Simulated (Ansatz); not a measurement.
## rocksalt-structured ReP

The computed numbers are results of PBE, scalar-relativistic (no spin polarisation) in the plane-wave PAW code Ansatz at 420 eV, 12×12×12 k-mesh, Gaussian smearing of 0.05 eV. The datasets are Ansatz's generated set soft_2.

```
Re P
1.0
     0.00000    2.45798    2.45798
     2.45798    0.00000    2.45798
     2.45798    2.45798    0.00000
Re P
1 1
Direct
  0.50000 0.50000 0.50000
  0.00000 0.00000 0.00000
```

The start was a prototype's sites filled with these elements, not a measured cell.

The cell has space group Fm-3m (read at 0.01 Å). In it the stress is 0.00, 0.00, 0.00, 0.00, 0.00, 0.00 GPa and the largest force component 0.000 eV/Å. Each change below starts from this cell, without further relaxation. Stress is in GPa, positive in compression, in the order xx, yy, zz, yz, xz, xy; energies are counted from the cell above and are free energies with the smearing's entropy, which match forces and stress in a metal.

Problem. What happens when atom 1 (Re) is moved by 0.12 Å along z?

Solution. The energy changes by 0.7 meV per cell, and the force on it along the shift is -0.079 eV/Å (−F/u = 0.66 eV/Å²). Stress: -0.94, -0.94, 5.89, 0.00, 0.00, 0.00.
```
atom  Fx (eV/Å)     Fy      Fz
 Re1      0.000  0.000  -0.079
  P2      0.000  0.000   0.079
```
In a harmonic crystal the energy would rise by −½F·u = ½ × 0.66 × 0.12² eV = 4.7 meV, so the response isn't harmonic at this size, the electronic state shifts or, in a metal, the mesh is too coarse for so small an energy.

Problem. What happens when atom 1 (Re) is moved by 0.20 Å along x?

Solution. The energy changes by 17.6 meV per cell, and the force on it along the shift is -0.394 eV/Å (−F/u = 1.97 eV/Å²). Stress: 16.21, -2.36, -2.36, 0.00, 0.00, 0.00.
```
atom  Fx (eV/Å)     Fy     Fz
 Re1     -0.394  0.000  0.000
  P2      0.394  0.000  0.000
```
In a harmonic crystal the energy would rise by −½F·u = ½ × 1.97 × 0.20² eV = 39.4 meV, so the response isn't harmonic at this size, the electronic state shifts or, in a metal, the mesh is too coarse for so small an energy.

Problem. What stress follows from an engineering strain of -1 % in xz, atoms carried along?

Solution. 0.02, -0.06, 0.02, 0.00, -1.18, 0.00 GPa; the energy changes by -1.1 meV per cell.
The stress changes with the wrong sign for a stable crystal (a clamped-atom constant of about -118 GPa), so the cell is unstable against this strain on this mesh; in a metal a finer mesh can change the sign.

Problem. What stress follows from an engineering strain of -2 % in xy, atoms carried along?

Solution. 0.04, 0.04, -0.17, 0.00, 0.00, -2.24 GPa; the energy changes by -4.3 meV per cell.
The stress changes with the wrong sign for a stable crystal (a clamped-atom constant of about -112 GPa), so the cell is unstable against this strain on this mesh; in a metal a finer mesh can change the sign.

Problem. All atoms and the cell are disturbed at random:
```xyz
2
Lattice="-0.0198 2.4985 2.4699 2.4601 -0.0032 2.4533 2.4464 2.4683 0.0105" Properties=species:S:1:pos:R:3 pbc="T T T"
Re    2.5529    2.5115    2.3611
P    -0.1096   -0.0297    0.1058
```
Give the energy change, the stress and the forces.

Solution. 69.4 meV per cell; stress 13.23, -7.96, 12.80, 2.20, 5.49, -2.54 GPa.
```
atom  Fx (eV/Å)      Fy      Fz
 Re1     -0.547   0.112   0.607
  P2      0.547  -0.112  -0.607
```

Problem. All atoms and the cell are disturbed at random:
```
CELL_PARAMETERS angstrom
0.06081 2.46563 2.48384
2.49291 0.02728 2.51737
2.45892 2.46517 0.06127
ATOMIC_POSITIONS crystal
Re 0.51792 0.47280 0.50926
P 0.98208 0.02720 0.99074
```
Give the energy change, the stress and the forces.

Solution. -5.8 meV per cell; stress 3.90, 7.38, -1.90, 1.96, 3.52, 2.54 GPa.
```tsv
atom	Fx (eV/Å)	Fy	Fz
Re1	0.139	-0.177	0.018
P2	-0.139	0.177	-0.018
```

These numbers lack spin–orbit coupling. A displaced or strained copy of the relaxed cell lay 3.0 meV/atom lower, so the structure isn't a true minimum at this level, unless the mesh, which matters in a metal, makes it so.
